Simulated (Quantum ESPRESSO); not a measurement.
## Kohn-Sham bands of MoSe₂ (R3m)

```
CELL_PARAMETERS angstrom
     -1.66007     2.87533     0.00000
     -3.32014     0.00000     0.00000
     -1.66007     0.95844     6.85979
ATOMIC_POSITIONS crystal
  Mo 0.66676 0.66676 0.99972
  Se 0.41385 0.41385 0.75846
  Se 0.25306 0.25306 0.24081
```

Cell from Materials Project (mp-7581), symmetrised, no further relaxation. Not found in the COD (Crystallography Open Database) copy used, which has the formula in other groups; not checked further. Level: PBEsol, no spin polarisation, no spin-orbit coupling; pw.x of Quantum ESPRESSO at 69 Ry with PseudoDojo potentials, 8×8×8 k-points, Wannier90. Density: 12×12×12 mesh, cold smearing 0.01 Ry. The cell is built of weakly bound layers, chains or molecules, whose nearest atoms lie 4.04 Å apart. Database cells relaxed without dispersion often hold them too far apart, which can enlarge gaps and weakens couplings between them; spacing and stacking were not compared with the measured crystal. Spin-orbit coupling, left out, would split the p-like bands by a few tenths of an eV.

Energies are relative to the valence-band maximum; weights are on the orthonormalised atomic waves of the pseudopotential files, averaged over the group. 46 electrons a cell are treated as valence.

| bands | from (eV) | to (eV) | filling | weight on atomic waves |
|---|---|---|---|---|
| 1 | -61.01 | -60.99 | filled | ? |
| 2–11 | -47.73 | -47.65 | filled | ? |
| 12–14 | -35.26 | -35.02 | filled | ? |
| 15–16 | -14.55 | -12.38 | filled | ? |
| 17–23 | -6.03 | 0.00 | filled | ? |
| 24–27 | 1.09 | 4.09 | empty | ? |

Which atomic shells make up each group?


- 1, weight on atomic waves: Mo 4s 97 %
- 2–11, weight on atomic waves: Se 3d 100 %
- 12–14, weight on atomic waves: Mo 4p 99 %
- 15–16, weight on atomic waves: Se 4s 81 %, Mo 4d 8 %, Mo 5s 7 %
- 17–23, weight on atomic waves: Se 4p 59 %, Mo 4d 35 %
- 24–27, weight on atomic waves: Mo 4d 55 %, Se 4p 38 %

The Kohn-Sham gap over both meshes and the path is 1.09 eV.
